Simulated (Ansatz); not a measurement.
Nb:
```
Nb
1.0
   -1.62380     1.62380     1.62380
    1.62380    -1.62380     1.62380
    1.62380     1.62380    -1.62380
Nb
1
Direct
  0.00000   0.00000   0.00000
```

Relaxed with LDA. Special points in fractions of this cell's reciprocal vectors: Γ (0.000, 0.000, 0.000); H (0.500, -0.500, 0.500); N (0.000, 0.000, 0.500); P (0.250, 0.250, 0.250).

List the band energies nearest the Fermi level at these points for LDA (plane waves, PAW; program Ansatz).

In eV from the Fermi level; about four levels below and three above (degenerate sets whole), none deeper than 8.9 eV; … stands for higher levels left out; points with the same levels are listed once.

```csv
k,below,above
Γ,-6.00,0.33 0.33 0.33
H,-4.04 -4.04,…
N,-3.94 -1.83,2.60 3.47 …
P,-1.11 -1.11 -1.11,…
```

Space group Im-3m (bcc (W type)). The LDA relaxation kept the symmetry of its start. The run is not spin-polarised. Spin–orbit coupling is left out wherever it is not named.

Potentials: the earlier of the program's two PAW sets. The files were generated under PBE; for other functionals the program regenerates the frozen cores, and for LDA and PBEsol the local potential too.
